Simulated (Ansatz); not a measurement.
BeS in space group P6_422 (No. 181; Be on 3c, S on 3d) at seven volumes, plane-wave PAW PBEsol (Ansatz code), shape and atoms relaxed at each. One row is withheld.

| V (Å³/atom) | P (GPa) |
|---|---|
| 11.923 | 11.85 |
| 12.316 | 7.31 |
| 12.709 | 3.39 |
| 13.102 | 0.00 |
| 13.496 | -2.94 |
| 13.889 | ? |
| 14.282 | -7.68 |

### Question
Fit the shown pressures and predict the withheld one.

### Answer
Third-order Birch–Murnaghan: P = (3/2)B₀(x^(7/2) − x^(5/2))[1 + (3/4)(B′ − 4)(x − 1)] with x = (V₀/V)^(2/3). Least squares on the six rows gives V₀ = 13.102 Å³/atom, B₀ = 105.0 GPa, B′ = 3.81. At V = 13.889, x = 0.9619 and P = -5.48 GPa. The run itself gave -5.48 GPa.

The start of the workflow was typed in or built on a structure type; neither database checked (COD, Materials Project) lists it. COD files the formula under space group No. 216. Its standing as an ambient phase is unchecked. Symmetry was held in the PBEsol relaxation; its stability against distortions is not shown here.

Potentials: the earlier of the program's two PAW sets. The files were generated under PBE; for other functionals the program regenerates the frozen cores, and for LDA and PBEsol the local potential too.
